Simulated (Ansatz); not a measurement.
## MnV (Pm-3m): moments, gap and shell filling against U

```
Mn V
1.0
     2.90000    0.00000    0.00000
     0.00000    2.90000    0.00000
     0.00000    0.00000    2.90000
Mn V
1 1
Cartesian
  0.0000 0.0000 0.0000
  1.4500 1.4500 1.4500
```

The source of the geometry is a structure as deposited in COD; atoms and cell stay fixed.

Common settings: LDA, 11×11×11 k mesh, Fermi–Dirac smearing of 0.05 eV. PAW means Ansatz 0.2.0 on its default frozen-core files; LAPW is all-electron LAPW in Ansatz 0.2.0. Site moments are integrated in spheres about the atoms, whose radii differ between the methods. Start moments of the first PAW run (μB): Mn1 4, V2 2.

U is Dudarev's effective value on Löwdin-orthogonalised free-atom orbitals with fully localised double counting, unless a row says otherwise (a row with U and J takes Liechtenstein's form); the search for lower states is left at its default. Gaps are Kohn–Sham gaps on the k mesh over both spins.

Without U, PAW counts the shell on its file's own orbitals, so that entry can be offset from the others.

```json
{"run": "no U", "largest site moment PAW (μB)": "0.00", "largest site moment LAPW (μB)": "0.00", "gap PAW (eV)": "metal", "gap LAPW (eV)": "metal", "Mn d electrons PAW": "6.11", "electrons LAPW": "6.02", "P PAW (GPa)": "-21.9", "P LAPW (GPa)": "-21.9"}
{"run": "U = 1 eV on Mn d and V d", "largest site moment PAW (μB)": "1.06", "largest site moment LAPW (μB)": "1.06", "gap PAW (eV)": "metal", "gap LAPW (eV)": "metal", "Mn d electrons PAW": "6.01", "electrons LAPW": "6.01", "P PAW (GPa)": "-16.4", "P LAPW (GPa)": "-16.5"}
{"run": "U = 3 eV on Mn d and V d", "largest site moment PAW (μB)": "2.91", "largest site moment LAPW (μB)": "2.92", "gap PAW (eV)": "metal", "gap LAPW (eV)": "metal", "Mn d electrons PAW": "5.89", "electrons LAPW": "5.89", "P PAW (GPa)": "21.2", "P LAPW (GPa)": "21.2"}
{"run": "U = 5 eV on Mn d and V d", "largest site moment PAW (μB)": "3.63", "largest site moment LAPW (μB)": "3.45", "gap PAW (eV)": "metal", "gap LAPW (eV)": "metal", "Mn d electrons PAW": "5.75", "electrons LAPW": "5.77", "P PAW (GPa)": "?", "P LAPW (GPa)": "43.6"}
```

What belongs in the row "U = 5 eV on Mn d and V d", column "P PAW (GPa)"?

61.3.

PAW and LAPW ended in different states for: U = 5 eV on Mn d and V d. With U on an open shell several self-consistent fillings exist, and such rows don't measure the error of the PAW files.

Give the eigenvalues of the occupation matrix of Mn1 d for «U = 5 eV on Mn d and V d» by PAW.

Majority spin: 0.95, 0.95, 0.95, 0.97, 0.99. Minority spin: 0.05, 0.06, 0.06, 0.35, 0.42.

The PAW files were made with PBE; the program remakes their cores once for the run's functional and then keeps them frozen. In at least one run the program's final test of stability wasn't made or came to no verdict. The magnetic state is the one that this cell and start allow. It needn't be the compound's measured order, which may need a larger cell or be absent. Left out because it didn't converge or finish: PAW, U = 3.9, J = 0.9 eV on Mn d.
